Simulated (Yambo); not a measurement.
BSE-type run in Yambo on MoS₂ (space group R3m, No. 160), at zero momentum.

Quantum ESPRESSO step (PBEsol, PseudoDojo standard norm-conserving files, fully relativistic):
```
&CONTROL
  calculation = 'nscf'
  pseudo_dir = './pseudo'
  outdir = './out'
/
&SYSTEM
  ibrav = 0
  nat = 3
  ntyp = 2
  ecutwfc = 80.0
  ecutrho = 320.0
  occupations = 'fixed'
  force_symmorphic = .true.
  nbnd = 72
  noncolin = .true.
  lspinorb = .true.
/
&ELECTRONS
  conv_thr = 3.0000000000000004e-09
  diago_full_acc = .true.
  diago_thr_init = 1e-08
/
ATOMIC_SPECIES
S 32.0600 S.upf
Mo 95.9500 Mo.upf
CELL_PARAMETERS angstrom
  1.576893102083   0.910419656894   5.996180067000
 -1.576893102017   0.910419657010   5.996180067000
 -0.000000000067  -1.820839313904   5.996180067000
ATOMIC_POSITIONS crystal
S   0.420069387500   0.420069387500   0.420069387500
S   0.246194751300   0.246194751300   0.246194751300
Mo   0.999755861200   0.999755861200   0.999755861200
K_POINTS automatic
6 6 6 0 0 0
```

Yambo input:
```
rim_cut
optics
bse
bss
dipoles
em1s
RandQpts= 1000000
RandGvec= 1 Ry
FFTGvecs= 40 Ry
Chimod= "HARTREE"
BSKmod= "SEX"
BSEmod= "resonant"
BSSmod= "hs"
BSENGexx= 15 Ry
BSENGBlk= 4 Ry
% KfnQP_E
 0.412 | 1.0 | 1.0 |
%
% BSEQptR
 1 | 1 |
%
% BSEBands
 19 | 34 |
%
% BEnRange
 0.0 | 7.1 | eV
%
% BDmRange
 0.15 | 0.15 | eV
%
BEnSteps= 142
% BLongDir
 1.0 | 0.0 | 0.0 |
%
BSHayTrs= -0.02
BSSNEig= 48
WRbsWF
% BndsRnXs
 3 | 68 |
%
NGsBlkXs= 4 Ry
% LongDrXs
 1.0 | 1.0 | 1.0 |
%
```

From the report:

The dimension is k points × valence × conduction bands = 216 × 8 × 8 = 13824.
```
   [SLEPC] Approach                          : Krylov-Schur
   [SLEPC] Number of requested eigenvalues   :   48
   [SLEPC] Number of eigenvalues        [NEV]:   48
    [K] Dimension                                    :  13824
    [K] Bands                                        :   19   34
    [K] Exchange res                                 : yes
    [K] Correlation res                              : yes
    [K] W interaction is bare                        : no
    [K] RL vectors exchange                          :   351
    [K] RL vectors correlation                       :   49
    [W] Matrix size                                  :   49
    [W] Bands                                        :    3   68
    [W] Coulomb Cutoff                               : none
    [W] Hxc Kernel                                   : HARTREE
```
Lowest eigenvalues (eV; in brackets the number of states within 2 meV): 1.80 (2), 1.82 (2), 1.94 (2), 1.96 (2), 1.97 (4), 1.98 (2). They depend on the mesh, which isn't converged, and on the G0W0 scissor.

Geometry relaxed with PBE+D3(BJ).
